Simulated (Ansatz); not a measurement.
## What DFT gives for CrB

```
Cr B
1.0
     3.00431    0.00000    0.00000
     1.50215   -3.97572    0.00000
     0.00000    0.00000   -2.96687
Cr B
2 2
Direct
  0.14450 0.71100 0.75000
  0.85550 0.28900 0.25000
  0.43500 0.13000 0.75000
  0.56500 0.87000 0.25000
```

Level: r2SCAN, no spin polarisation; 500 eV; 9×9×9 Γ-centred mesh; fermi-dirac occupations (width 0.0144 eV); Ansatz 0.2.0, fixed geometry.

Stress: The pressure is -20.9 GPa (compression positive), so with the atoms held at these fractions the cell would first shrink. The principal stresses -22.8, -20.5, -19.3 GPa differ, so its shape would change too.
Formation energy: -0.37 eV an atom against the elements' usual phases (free molecules for gases, crystals otherwise, with no correction for O₂ or N₂), so it is bound against them; other compounds may still compete. Relaxing would lower it.
Forces: The largest is on Cr1 (and as large on other atoms): 0.15 eV/Å, components (0.00, -0.15, 0.00). It makes 73° with the line to a nearest neighbour, B4 at 2.20 Å.
At the Fermi level: It is a metal, with about 2.7 states/eV a cell as the mean within 0.25 eV of the Fermi level, mostly Cr d (93 %).
Charges: Bader charges in e: Cr +0.86, B -0.86. In the mean Cr gives up most and B takes most.

Origin: a database entry at a rescaled volume. Caveats: no spin polarisation, so a magnetic state may lie lower; atoms or cell far from equilibrium.
